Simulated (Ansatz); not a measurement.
Ce (fcc, Cu type)

```
Ce
1.0
    0.00000     2.36582     2.36582
    2.36582     0.00000     2.36582
    2.36582     2.36582     0.00000
Ce
1
Direct
  0.00000   0.00000   0.00000
```

The slice is a {110} plane (indices of the conventional cell) through the point (0.000, 0.000, 0.000) (fractional), spanned by u = [100] and v = [1 -1 -1] in vectors of this cell: u (3.35 Å) and v (4.73 Å, at 90° to u). It covers one period; positions are fractions (u, v).

Computed with PBE (plane waves to 420 eV, PAW, scalar-relativistic; Ansatz, an electronic-structure program). k mesh 17×17×17. These are valence fields of a PAW run, semicore shells included where kept as valence: close to a nucleus they are smooth pseudo fields. Ce is run without spin polarisation. Ce was relaxed with its symmetry unable to fall. The PAW data are Ansatz's earlier set. The relaxed volume of Ce is well below the measured one. The filling of the f shell was not checked against other fillings, so treat energies with care.

Three fields on this plane, each scaled to ten steps between its own extremes (0 low, 9 high; the total valence density on a logarithmic scale, the potential cut 8 eV below its top; x marks points blanked near nuclei; v = 0 in the bottom row):

Map A
```
|xxxxxx951000159xxxxx|
|xxxxxx941000149xxxxx|
|xxxxxx842121248xxxxx|
|xxxxx96323332369xxxx|
|xxxx8643355533468xxx|
|99875333467643335789|
|55432223577753222345|
|22211124567654211122|
|11111234455544321111|
|33222223333333222223|
|55443222222222223445|
|77654211100011124567|
|98754210000000124578|
|99764210000000124679|
|98754210000000124578|
|77654211100011124567|
|55443222222222223445|
|33222223333333222223|
|11111234455544321111|
|22211124567654211122|
|55432223577753222345|
|99875333467643335789|
|xxxx8643355533468xxx|
|xxxxx96323332369xxxx|
|xxxxxx842121248xxxxx|
|xxxxxx941000149xxxxx|
|xxxxxx951000159xxxxx|
|xxxxxx951000159xxxxx|
```

Map B
```
|xxxxxx963212369xxxxx|
|xxxxxx963111369xxxxx|
|xxxxxx853111358xxxxx|
|xxxxx96421112469xxxx|
|xxxx8643211123468xxx|
|99876432111112346789|
|66543221111111223456|
|33322111111111112233|
|11110001111111000111|
|00000001111111000000|
|00000000111110000000|
|00000000111110000000|
|00000000111110000000|
|00000000111110000000|
|00000000111110000000|
|00000000111110000000|
|00000000111110000000|
|00000001111111000000|
|11110001111111000111|
|33322111111111112233|
|66543221111111223456|
|99876432111112346789|
|xxxx8643211123468xxx|
|xxxxx96421112469xxxx|
|xxxxxx853111358xxxxx|
|xxxxxx963111369xxxxx|
|xxxxxx963212369xxxxx|
|xxxxxx963212369xxxxx|
```

Map C
```
|xxxxxx000343000xxxxx|
|xxxxxx001343100xxxxx|
|xxxxxx002454200xxxxx|
|xxxxx00145654100xxxx|
|xxxx0003566653000xxx|
|00000024677764200000|
|00001345677765431000|
|11234556777776554321|
|55556666666666666555|
|77777666666666667777|
|88887766555556677888|
|99987765544455677899|
|99988765444445678899|
|99988765443445678899|
|99988765444445678899|
|99987765544455677899|
|88887766555556677888|
|77777666666666667777|
|55556666666666666555|
|11234556777776554321|
|00001345677765431000|
|00000024677764200000|
|xxxx0003566653000xxx|
|xxxxx00145654100xxxx|
|xxxxxx002454200xxxxx|
|xxxxxx001343100xxxxx|
|xxxxxx000343000xxxxx|
|xxxxxx000232000xxxxx|
```

Task: Assign the maps to these fields: electron localisation function (ELF); valence electron density; electrostatic potential energy of an electron, from the cell's mean.

Result: A is the electron localisation function (ELF); B is the valence electron density; C is the electrostatic potential energy of an electron, from the cell's mean.
